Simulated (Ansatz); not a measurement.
## An Ansatz input for WS2 with Sb replacing W

```yaml
crystal:
  lattice:
    - [6.36, 0.0, 0.0]
    - [-3.18, 5.507921568, 0.0]
    - [0.0, 0.0, 12.5]
  atoms:
    - { symbol: Sb, position: [0.1666666666, 0.3333333334, 0.25] }
    - { symbol: W, position: [0.1666666666, 0.8333333334, 0.25] }
    - { symbol: W, position: [0.6666666666, 0.3333333334, 0.25] }
    - { symbol: W, position: [0.6666666666, 0.8333333334, 0.25] }
    - { symbol: W, position: [0.3333333334, 0.1666666666, 0.75] }
    - { symbol: W, position: [0.3333333334, 0.6666666666, 0.75] }
    - { symbol: W, position: [0.8333333334, 0.1666666666, 0.75] }
    - { symbol: W, position: [0.8333333334, 0.6666666666, 0.75] }
    - { symbol: S, position: [0.1666666666, 0.3333333334, 0.625] }
    - { symbol: S, position: [0.1666666666, 0.8333333334, 0.625] }
    - { symbol: S, position: [0.6666666666, 0.3333333334, 0.625] }
    - { symbol: S, position: [0.6666666666, 0.8333333334, 0.625] }
    - { symbol: S, position: [0.3333333334, 0.1666666666, 0.125] }
    - { symbol: S, position: [0.3333333334, 0.6666666666, 0.125] }
    - { symbol: S, position: [0.8333333334, 0.1666666666, 0.125] }
    - { symbol: S, position: [0.8333333334, 0.6666666666, 0.125] }
    - { symbol: S, position: [0.1666666666, 0.3333333334, 0.875] }
    - { symbol: S, position: [0.1666666666, 0.8333333334, 0.875] }
    - { symbol: S, position: [0.6666666666, 0.3333333334, 0.875] }
    - { symbol: S, position: [0.6666666666, 0.8333333334, 0.875] }
    - { symbol: S, position: [0.3333333334, 0.1666666666, 0.375] }
    - { symbol: S, position: [0.3333333334, 0.6666666666, 0.375] }
    - { symbol: S, position: [0.8333333334, 0.1666666666, 0.375] }
    - { symbol: S, position: [0.8333333334, 0.6666666666, 0.375] }
total_charge: -1
kpoints:
  mp_grid: { grid: [0, 4, 2] }
scf:
  occupations: { method: fermi_dirac, width: 0.01 }
  max_iter: 80
hamiltonian:
  xc: pbe
  pseudopotentials: { kind: paw }
output:
  forces: true
  stress: true
  populations: true
  efg:
    quadrupole_moments_barn: { Sb: -0.543, S: -0.0694 }
    contact_densities: true
```

```sh
ansatz run input.yaml --threads 1 --pin off --max-ram 3072MiB --backend cpu --events-out ev --progress --plain --runs-dir out
```

Question: What happens when this input is run?

Answer: The program refused the input. The input holds a mesh with a zero. The program says:

```
Error: invalid value for `kpoints.mp_grid.grid`: each dimension must be in 1..=255
```

Against a sound input the change was `kpoints.mp_grid.grid`: [4, 4, 2] → [0, 4, 2]; `scf.max_iter`: not typed → 80.

With the sound settings the run converges and gives V_zz (10²¹ V/m²) Sb -7.32 (η 0.00), W2 15.55 (η 0.61), W5 -18.18 (η 0.01), W8 -17.81 (η 0.00), S9 -4.92 (η 0.00), S10 -4.76 (η 0.00), among others; a site carries the number of its first atom in the input. The defect repeats with the cell of 24 atoms, so it feels its images: sites between two images don't show the values beside a lone defect, and zeros or small values of η there can come from the images' arrangement. S and W carry a gradient in the pure host already, so the values there aren't the defect's effect alone. A uniform background compensates the cell's charge. Without spin–orbit coupling the gradients at and beside W can be off by some per cent, at some sites by more. With these PAW files V_zz is typically within 2 to 3 % of all-electron values, but misses above 10 % occur on Sb. The cell keeps the host's lattice, where the PBE pressure is 7 GPa (in a charged cell this depends on the convention for the mean potential). The neighbours have not yet relaxed around the defect (largest force 1.5 eV/Å), so a real crystal will differ.
